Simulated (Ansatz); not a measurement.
Input and command of a calculation in Ansatz (plane waves; scalar-relativistic PAW potentials unless the input names others):

```yaml
crystal:
  lattice:
    - [3.1845853157, 0.0, 0.0]
    - [-1.5922926579, 2.7579317839, 0.0]
    - [0.0, 0.0, 5.1783614985]
  atoms:
    - { symbol: Ga, position: [0.6666666667, 0.3333333333, 0.4988919422] }
    - { symbol: Ga, position: [0.3333333333, 0.6666666667, 0.9988919422] }
    - { symbol: "N", position: [0.6666666667, 0.3333333333, 0.8761080578] }
    - { symbol: "N", position: [0.3333333333, 0.6666666667, 0.3761080578] }
basis:
  ecutwfc: 420
kpoints:
  mp_grid: { grid: [12, 12, 6] }
hamiltonian:
  xc: hse06
  pseudopotentials: { kind: nc }
scf:
  occupations: { method: gaussian, width: 0.02 }
  max_iter: 80
output:
  forces: true
  eigenvalues: true
  stress: true
magnetization:
  spin_polarized: true
  spin_orbit: true
```

```bash
ansatz run input.yaml --threads 8 --pin off --max-ram 20480MiB --backend cpu --events-out ev --progress --plain --runs-dir out
```

**Question.** What is wrong with this input?

**Answer.** The program refuses it, because of spin-orbit coupling on scalar files and without noncollinear: true (magnetization: not typed → {"spin_polarized": true, "spin_orbit": true}; hamiltonian.pseudopotentials: not typed → {"kind": "nc"}). Without those keys it is accepted.

Abridged log:
```
Error: 2 input errors — fix all and re-run
  1. inconsistent input (magnetization.spin_orbit, magnetization.noncollinear): true requires noncollinear: true — spin–orbit coupling acts on 2-spinor wavefunctions; set both flags
  2. inconsistent input (magnetization.spin_orbit, hamiltonian.pseudopotentials.kind): true requires a fully-relativistic hamiltonian.pseudopotentials.kind (nc_fr or paw_fr), or kind: all_electron without datasets and azcp, which then solves Dirac's equation on LAPW. paw_fr resolves this project's PAW files (source: ansatz) by j as it reads them
```